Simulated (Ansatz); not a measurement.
Structure search: one YSi6 candidate

These are results of DFT PBE, scalar-relativistic, plane waves, PAW (Ansatz 0.2.0), not measurements. Cutoff 420 eV, Gaussian smearing, Γ-centred meshes. Cell and atoms relax first on a coarse mesh and then on a finer one. In between, the cell is made exact in the group found at 0.06 Å. In metals the finer mesh still leaves noise of several meV/atom or more. The steps can't lower the symmetry of their start. No spin polarisation.

The guess for YSi6 was made by a generator: 5-connected net of one element, guests in its cages (R-3m, No. 166) (guest Y). The dimensions are guesses.

```cif
data_structure
_symmetry_space_group_name_H-M 'R-3m:H'
_symmetry_Int_Tables_number 166
_cell_length_a 5.5354
_cell_length_b 5.5354
_cell_length_c 10.5758
_cell_angle_alpha 90.000
_cell_angle_beta 90.000
_cell_angle_gamma 120.000
_cell_volume 280.63
loop_
_atom_site_label
_atom_site_type_symbol
_atom_site_symmetry_multiplicity
_atom_site_Wyckoff_symbol
_atom_site_fract_x
_atom_site_fract_y
_atom_site_fract_z
_atom_site_occupancy
Y1 Y 3 b 0.33333 0.66667 0.16667 1
Si1 Si 18 h 0.19560 0.39121 0.93810 1
```

The zero of energy is the elements' standard structures at the same level; no fitted shifts are applied.

Task: Which structure results?

Result: The symmetry stays R-3m (No. 166). The volume per atom grows by 27.3 %, from 13.4 to 17.0 Å³. The shortest distance goes from 2.28 Å (Si–Si) to 2.51 Å (Si–Si). The ratio c/a of the conventional cell changes by a factor of 1.15. The energy falls by about 0.48 eV/atom (the start's value is from the coarse mesh). Conventional cell: a = 5.725 Å, c = 12.580 Å. Y is surrounded by 18 Si at 3.13–3.29 Å; Si is surrounded by 5 Si at 2.51–2.53 Å, 3 Y at 3.13–3.29 Å and 2 Si at 3.22 Å.

```
CELL_PARAMETERS angstrom
2.86267 1.65276 4.19328
-2.86267 1.65276 4.19328
0.00000 -3.30553 4.19328
ATOMIC_POSITIONS crystal
Y 0.50000 0.50000 0.50000
Si 0.11899 0.11899 0.55703
Si 0.55703 0.11899 0.11899
Si 0.11899 0.55703 0.11899
Si 0.44297 0.88101 0.88101
Si 0.88101 0.88101 0.44297
Si 0.88101 0.44297 0.88101
```

Task: Give its energy and gap.

Result:

- Formation energy: +0.02 eV/atom
- Gap on the 12×12×12 mesh of the 7-atom cell: 0 eV (a metal)

The formation energy is too near zero to say whether this cell lies below the elements.

The last run used Gaussian smearing of 0.10 eV. For metals, differences of a few meV/atom aren't resolved. The cell is a metal run without spin; a magnetic state may lie lower. A structure relaxed within its symmetry needn't be a true minimum.
